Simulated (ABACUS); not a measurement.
# Small calculations from the output for CsPbBr₃ (I4/mcm, 20 atoms in the cell; from Materials Project mp-1014168)

```xyz
20
Lattice="8.1981 0.0000 0.0000 0.0000 8.1981 0.0000 0.0000 0.0000 12.0858" Properties=species:S:1:pos:R:3 pbc="T T T"
Cs     0.0000     4.0991     3.0215
Cs     4.0991     0.0000     3.0215
Cs     4.0991     0.0000     9.0644
Cs     0.0000     4.0991     9.0644
Pb     0.0000     0.0000     0.0000
Pb     4.0991     4.0991     0.0000
Pb     4.0991     4.0991     6.0429
Pb     0.0000     0.0000     6.0429
Br     0.0000     0.0000     3.0215
Br     4.0991     4.0991     3.0215
Br     1.5127     5.6118     0.0000
Br     6.6854     2.5863     0.0000
Br     2.5863     1.5127     0.0000
Br     5.6118     6.6854     0.0000
Br     4.0991     4.0991     9.0644
Br     0.0000     0.0000     9.0644
Br     5.6118     1.5127     6.0429
Br     2.5863     6.6854     6.0429
Br     6.6854     5.6118     6.0429
Br     1.5127     2.5863     6.0429
```

Computed with ABACUS 3.10.1 with LDA (PW92), numerical atomic orbitals TZP (confined pseudo-atomic orbitals with Gaussian additions; energy shift 0.01 Ry), PseudoDojo 0.4 standard norm-conserving LDA (tails mended) pseudopotentials.

Main settings: basis = TZP numerical atomic orbitals, energy shift 0.01 Ry; KPT = Gamma 3 3 2 0 0 0; basis_type = lcao; dft_functional = PWLDA; ecutwfc = 100 Ry; smearing_method = gaussian; smearing_sigma = 0.00367493 Ry; potentials = PseudoDojo 0.4 standard norm-conserving LDA (tails mended).

Spin-orbit coupling is left out, which matters for bands and gaps with elements this heavy. The atom-centred basis is finite, which shifts total energies and pressures against plane waves. The structure comes from a collection of computed structures, made at another level of theory; the collection holds predicted forms beside known ones.

The cell was also run at V = 804.159 Å³ (F = -15371.65394 eV, P = -3.18 GPa) and V = 820.405 Å³ (F = -15371.31157 eV, P = -3.56 GPa), scaled uniformly; the base has V = 812.283 Å³, P = -3.38 GPa and F₀ = -15371.48752 eV.

Problem. Check the pressure against the energies, and estimate the bulk modulus.

Solution. P = −dF/dV ≈ −(0.34237 eV)/(16.246 Å³) = -0.02107 eV/Å³; times 160.218 GPa per eV/Å³ this is -3.38 GPa, against -3.38 GPa from the stress tensor. B = −V dP/dV ≈ −812.283 × (-0.38 GPa)/(16.246 Å³) = 19 GPa at this volume. The curvature of the energies, B = V (F₊ + F₋ − 2F₀)/(ΔV/2)², gives 19 GPa. Shape and fractional positions were held, which usually makes B too large where they are free.

The atomic orbitals were generated for these runs; they are not ABACUS's published sets and were checked against plane waves on a few crystals only.

“Tails mended”: in these copies of the files the far tail of each local potential was reset to the Coulomb form.
